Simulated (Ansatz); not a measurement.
Phonon dispersion of V$_{2}$MoS$_{6}$

The calculation used Ansatz, DFT PBE, scalar-relativistic, plane waves, PAW. Cutoff 420 eV, 12×6×6 k-points (Γ-centred), Fermi-Dirac smearing of 0.15 eV. No spin polarisation. Phonons by linear response, acoustic sum rule imposed.

Relaxed structure:
```
V Mo S
1.0
     3.18007    0.18661    0.02109
    -0.40171    6.75783    0.35861
    -1.61452   -0.61947    8.33501
V Mo S
2 1 6
Direct
  0.84661 0.50215 0.69316
  0.15339 0.49785 0.30684
  0.50000 0.50000 0.00000
  0.38896 0.73122 0.77750
  0.72251 0.69457 0.44469
  0.05735 0.73329 0.11429
  0.94265 0.26671 0.88571
  0.27749 0.30543 0.55531
  0.61104 0.26878 0.22250
```

It was reached by relaxing an invented guess, and it needn't be the stable form of this composition. In a metal, frequencies and elastic constants depend on the k mesh and the smearing, soft modes and shear constants most. Some empty bands missed the eigensolver's threshold. The q mesh is coarse, so values between its points are rough. A semilocal functional can close a gap that the real compound has. No dispersion correction is applied, so modes and constants that involve weak contacts between layers, chains or molecules come out too soft.

Force constants from linear response on a 2×1×1 q mesh.

Problem. Is the structure dynamically stable on this mesh?

Solution. No: at q = (-0.500, 0.000, 0.000) a mode is imaginary, 84i cm⁻¹.

Problem. Give the frequencies (cm⁻¹; i marks imaginary ones) at the irreducible q points, in fractions of the reciprocal vectors.

Solution.
| q | star | frequencies |
| --- | --- | --- |
| 0.000 0.000 0.000 | 1 | 0 0 0 81 86 114 120 139 146 163 165 228 240 240 243 251 258 272 280 300 314 328 329 363 370 391 437 |
| -0.500 0.000 0.000 | 1 | 84i 113 118 134 141 143 158 194 195 235 240 255 263 263 285 293 297 312 316 320 329 330 336 358 369 376 404 |
